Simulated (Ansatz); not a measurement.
CsPbBr3:
```cif
data_Br12Cs4Pb4
_chemical_formula_sum 'Cs4 Pb4 Br12'
_space_group_name_H-M_alt 'P 1'
_space_group_IT_number 1
_cell_length_a 8.39182
_cell_length_b 11.64117
_cell_length_c 7.97924
_cell_angle_alpha 90.000
_cell_angle_beta 90.000
_cell_angle_gamma 90.000
loop_
_space_group_symop_operation_xyz
  'x, y, z'
loop_
_atom_site_label
_atom_site_type_symbol
_atom_site_fract_x
_atom_site_fract_y
_atom_site_fract_z
_atom_site_occupancy
Cs1 Cs 0.43266 0.25000 0.97824 1
Cs2 Cs 0.93266 0.25000 0.52176 1
Cs3 Cs 0.56734 0.75000 0.02176 1
Cs4 Cs 0.06734 0.75000 0.47824 1
Pb1 Pb 0.00000 0.00000 0.00000 1
Pb2 Pb 0.50000 0.50000 0.50000 1
Pb3 Pb 0.00000 0.50000 0.00000 1
Pb4 Pb 0.50000 0.00000 0.50000 1
Br1 Br 0.01175 0.25000 0.07426 1
Br2 Br 0.51175 0.25000 0.42574 1
Br3 Br 0.98825 0.75000 0.92574 1
Br4 Br 0.48825 0.75000 0.57426 1
Br5 Br 0.29806 0.53857 0.19731 1
Br6 Br 0.79806 0.96143 0.30269 1
Br7 Br 0.70194 0.03857 0.80269 1
Br8 Br 0.20194 0.46143 0.69731 1
Br9 Br 0.70194 0.46143 0.80269 1
Br10 Br 0.20194 0.03857 0.69731 1
Br11 Br 0.29806 0.96143 0.19731 1
Br12 Br 0.79806 0.53857 0.30269 1
```

Relaxed with PBEsol. Plane-wave PAW PBEsol (Ansatz code) gives a gap of 1.85 eV.

**Question.** What gap does HSE06 give on the same cell (Ansatz, PAW)?

**Answer.** 2.58 eV, 0.73 eV more. The hybrid was solved on a coarser mesh and at special points; its gap is the smallest among all of these.

| k | v1 PBEsol | c1 PBEsol | v1 HSE06 | c1 HSE06 |
|---|---|---|---|---|
| Γ | 0.00 | 1.85 | 0.00 | 2.58 |
| X | -0.83 | 2.30 | … | … |
| Z | -0.89 | 2.30 | -1.01 | 3.03 |
| U | -0.62 | 2.28 | -0.71 | 3.02 |
| Y | -0.49 | 2.07 | -0.55 | 2.80 |
| S | -1.22 | 3.57 | … | … |
| T | -1.35 | 3.53 | … | … |
| R | -1.06 | 2.52 | … | … |

**Question.** Top valence (v1) and lowest conduction level (c1) in eV from each method's valence maximum (which need not be a listed point): supply the withheld HSE06 values.

**Answer.** 
- R, v1 HSE06: -1.24
- R, c1 HSE06: 3.27
- S, v1 HSE06: -1.47
- S, c1 HSE06: 4.38
- T, v1 HSE06: -1.60
- T, c1 HSE06: 4.33
- X, v1 HSE06: -0.95
- X, c1 HSE06: 3.04

Cost on shared cores: the PBEsol run (SCF on a 4×3×4 mesh, then bands and DOS) roughly 30 core-minutes, the HSE06 run (SCF on 2×2×2, then a few points) roughly 60 core-minutes; the tasks are unlike.

Space group Pnma. The cell was relaxed with PBEsol under the symmetry of its start. Scalar-relativistic: spin–orbit coupling is off unless named, which matters more the heavier the elements.

Potentials: the later of the program's two PAW sets.
